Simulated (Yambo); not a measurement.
G0W0@PBEsol for KIO$_{3}$ (space group R3m, No. 160) in Yambo. Reference settings: 2×2×2 Γ-centred k mesh, 254 bands and a 7 Ry block in the screening, 254 bands in G with the Bruneval-Gonze terminator, plasmon pole fitted at 27.2 eV. The PBEsol gap Z → Z on this mesh is 2.27 eV; G0W0 gaps are taken between the same points.

The settings were changed. The gap went from 3.91 eV to 3.89 eV, and the shift of the valence edge from -0.73 eV to -0.54 eV.

Q: What was changed between the two runs?
A) no terminator
B) 166 bands in G
C) 166 bands in W, 166 bands in G
D) 100 bands in W, 100 bands in G

A: A, no terminator. The others gave (gap, valence shift): 166 bands in W, 166 bands in G: 3.95, -0.66 eV; 166 bands in G: 3.91, -0.72 eV; 100 bands in W, 100 bands in G: 4.03, -0.54 eV.

Spin-orbit coupling is included.

Geometry of the Materials Project entry, not relaxed at this level; primitive cell a = b = c = 4.4383 Å, α = β = γ = 88.67°.

A shift is the quasiparticle energy of the state minus its PBEsol energy.
